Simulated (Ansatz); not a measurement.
**Y2InPb2 single point**

input.yaml (Ansatz 0.2.0)

```yaml
crystal:
  lattice:
    - [7.901924, 0.0, 0.0]
    - [0.0, 7.901924, 0.0]
    - [0.0, 0.0, 4.533783]
  atoms:
    - { symbol: "Y", position: [0.17836, 0.67836, 0.5] }
    - { symbol: "Y", position: [0.32164, 0.17836, 0.5] }
    - { symbol: "Y", position: [0.82164, 0.32164, 0.5] }
    - { symbol: "Y", position: [0.67836, 0.82164, 0.5] }
    - { symbol: In, position: [0.0, 0.0, 0.0] }
    - { symbol: In, position: [0.5, 0.5, 0.0] }
    - { symbol: Pb, position: [0.37868, 0.87868, 0.0] }
    - { symbol: Pb, position: [0.12132, 0.37868, 0.0] }
    - { symbol: Pb, position: [0.62132, 0.12132, 0.0] }
    - { symbol: Pb, position: [0.87868, 0.62132, 0.0] }
  symmetry: { tolerance: 0.0003 }
kpoints:
  mp_grid: { grid: [5, 5, 8], shift: [0, 0, 0] }
  band_path:
    path:
      - [0.0, 0.0, 0.0]
      - [0.0, 0.5, 0.0]
      - [0.5, 0.5, 0.0]
      - [0.0, 0.0, 0.0]
      - [0.0, 0.0, 0.5]
      - [0.0, 0.5, 0.5]
      - [0.5, 0.5, 0.5]
      - [0.0, 0.0, 0.5]
      - [0.0, 0.5, 0.0]
      - [0.0, 0.5, 0.5]
      - [0.5, 0.5, 0.0]
    npoints: 6
magnetization:
  spin_polarized: false
scf:
  occupations: { method: fermi_dirac, width: 0.0174 }
  lower_state_search: "off"
  max_iter: 200
hamiltonian:
  pseudopotentials: { kind: paw }
  xc: pbe
basis:
  ecutwfc: 420
  fft_grid_basis: typed
output:
  forces: true
  stress: true
  eigenvalues: true
  bader: true
  populations: true
  elf: true
  write_potential: true
  volumetric_format: npy
  dos:
    e_range: [-12, 8]
    de: 0.05
    projected: { site_lists: { In: [In], Pb: [Pb], "Y": ["Y"] } }
checkpoint:
  read: saved_state
```

The run starts from an earlier solution of this cell. 

Excerpt of what it printed:

```
Pseudopotentials: kind: paw
Pseudopotential: Y, paw, valence charge 11, recommended cutoff 420 eV (normal), Y.paw.azcp
Pseudopotential: In, paw, valence charge 13, recommended cutoff 420 eV (normal), In.paw.azcp
Pseudopotential: Pb, paw, valence charge 14, recommended cutoff 420 eV (normal), Pb.paw.azcp
Functional definition: PBE
  exchange = pbe_x(kappa = kappa, mu = beta*pi^2/3)
  correlation = pbe_c(beta = beta)
Crystal: 10 atoms, lattice volume = 283.091 Å³
Basis set: ecut = 420 eV, 5559 PW (Γ), exchange–correlation on 108×108×64 points (8 copies of the dense FFT grid, shifted against one another)
Bands: 76, of which v1, the nominal top of the filled ones, is band 63 counted from 1 (62 counted from 0)
Symmetry: 16 space group operations
Space group: P4/mbm (ITA 127), of the structure as read, at distance tolerance 2.0e-3 Å
k-points: 30 of 200
Initial density: read from a saved state, or passed on in memory by an earlier SCF of this step, an earlier step, the calling program or the single point that the run made first
Functional: x = pbe(κ = 0.804, μ = 0.2195), c = pbe(β = 0.0667)
SCF iter   1: F=—  Δρ=2.00e-3  dr2=3.61e-2
SCF iter   2: F=—  Δρ=1.27e-3  dr2=1.49e-2
SCF iter   3: F=—  Δρ=1.98e-4  dr2=2.24e-4
SCF iter   4: F=—  Δρ=5.30e-5  dr2=7.49e-6
SCF iter   5: F=—  Δρ=1.51e-5  dr2=5.85e-7
SCF iter   6: F=-74219.2130 eV  Δρ=3.78e-6  dr2=5.25e-8
Free energy (F): -74219.2130 eV
Harris-Foulkes:  -74219.2130 eV  (|F-HF|=3.42e-8)
Internal energy: -74219.2073 eV  (E = F + TS)
E sigma→0 (E₀):  -74219.2102 eV
Entropy (-TS):   -0.0057 eV (-0.568 meV/atom)
Fermi energy:    11.3286 eV
--- Forces (eV/Å), atoms counted from 1 ---
  atom   1  Y      0.1538     0.1538     0.0000
  atom   2  Y     -0.1538     0.1538     0.0000
  atom   3  Y     -0.1538    -0.1538     0.0000
  atom   4  Y      0.1538    -0.1538     0.0000
  atom   5  In     0.0000     0.0000     0.0000
  atom   6  In     0.0000     0.0000     0.0000
  atom   7  Pb    -1.5211    -1.5211     0.0000
  atom   8  Pb     1.5211    -1.5211     0.0000
  atom   9  Pb     1.5211     1.5211     0.0000
  atom  10  Pb    -1.5211     1.5211     0.0000
--- Stress (GPa, compression-positive) ---
        3.6722       0.0000       0.0000
        0.0000       3.6722       0.0000
        0.0000       0.0000      -0.6581
  P = ⅓ Tr σ = 2.2288 GPa (22.288 kbar)
--- Löwdin populations: 10 sites ---
  site symbol       q [e]
     0      Y     10.4968
     1      Y     10.4968
     2      Y     10.4968
     3      Y     10.4968
     4     In     13.3375
     5     In     13.3375
     6     Pb     14.2496
     7     Pb     14.2496
     8     Pb     14.2496
     9     Pb     14.2496
  spilling = 0.0027 (of n_electrons = 126.0000)
```

Absolute energies hang on the potentials; compare differences alone.

Origin: a known structure type with other elements, at an estimated volume, so it need not be a known compound. Caveats: atoms or cell far from equilibrium.
